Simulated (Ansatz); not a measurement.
One stationary structure of KTaO3. Space group Pm-3m (No. 221), cubic perovskite type. All values below come from PBEsol (plane waves to 420 eV, PAW, scalar-relativistic; Ansatz, a quantum-chemistry and plane-wave program).

Space group Pm-3m (No. 221); a = 3.9842 Å, b = 3.9842 Å, c = 3.9842 Å, α = 90.00°, β = 90.00°, γ = 90.00°

```tsv
atom	site	symmetry	x	y	z
K	1a	m-3m	0.0000	0.0000	0.0000
Ta	1b	m-3m	0.5000	0.5000	0.5000
O	3c	4/mm.m	0.0000	0.5000	0.5000
```

Q: Predict the band gap from PBEsol.

A: 2.15 eV, indirect (valence top at R, conduction bottom at Γ) (no spin-orbit coupling).

Q: Give the smallest direct gap at the level PBEsol.

A: 2.77 eV at Γ.

No spin polarisation in the result.

The run could not lose the symmetry of its start; a randomly shaken copy of 5 atoms returns to this structure.

All atoms sit on sites fixed by symmetry, so only the cell could relax.
